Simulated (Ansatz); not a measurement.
Relaxed-ion elastic tensor of LaN (zinc blende, space group No. 216) in GPa (Voigt order), PBEsol in the plane-wave PAW code Ansatz; density 5.95 g/cm³, 21.33 Å³ per atom.

```
 104  86.0  86.0   0.0   0.0   0.0
86.0   104  86.0   0.0   0.0   0.0
86.0  86.0   104   0.0   0.0   0.0
 0.0   0.0   0.0  30.4   0.0   0.0
 0.0   0.0   0.0   0.0  30.4   0.0
 0.0   0.0   0.0   0.0   0.0  30.4
```

Is the crystal mechanically stable?

Yes: the smallest eigenvalue of C is 17.6 GPa.

Work out the Voigt, Reuss and Hill averages.

K_V = 91.8, K_R = 91.8, K_H = 91.8; G_V = 21.8, G_R = 15.4, G_H = 18.6 GPa.

Give Young's modulus, Poisson's ratio, Pugh's ratio and the universal anisotropy index.

E = 9KG/(3K + G) = 52.2 GPa; ν = 0.41; K/G = 4.94 (ductile by the Pugh limit of 1.75); A_U = 5G_V/G_R + K_V/K_R − 6 = 2.09.

Estimate the sound speeds and the Debye temperature.

v_l = √((K + 4G/3)/ρ) = 4430 m/s, v_t = √(G/ρ) = 1770 m/s, mean 2000 m/s; Θ = (h/k)(3n/4πV)^(1/3) v_m = 215 K.

Give the Zener ratio and Young's modulus along [100], [110] and [111].

A = 2C44/(C11 − C12) = 3.45; 1/E = S11 − 2(S11 − S12 − S44/2)Γ with Γ = 0, 1/4, 1/3 gives 25.6, 53.0, 82.2 GPa.

Solve the Christoffel equation for the three sound speeds along [100], [110], [111].

Eigenvalues of C_ijkl n_j n_l equal ρv² (piezoelectric stiffening left out). In km/s, slowest first: [100] 2.26, 2.26, 4.17; [110] 1.22, 2.26, 4.59; [111] 1.64, 1.64, 4.72.

Space group F-43m (zinc blende). The start of the workflow was typed in or built on a structure type; neither database checked (COD, Materials Project) lists it. COD files the formula under space group No. 225. Its standing as an ambient phase is unchecked. Symmetry was held in the PBEsol relaxation; whether a distortion lowers the energy is not shown. Scalar-relativistic: spin–orbit coupling is off unless named, which matters more the heavier the elements.

Potentials: the earlier of the program's two PAW sets. The files were generated under PBE; for other functionals the program regenerates the frozen cores, and for LDA and PBEsol the local potential too.
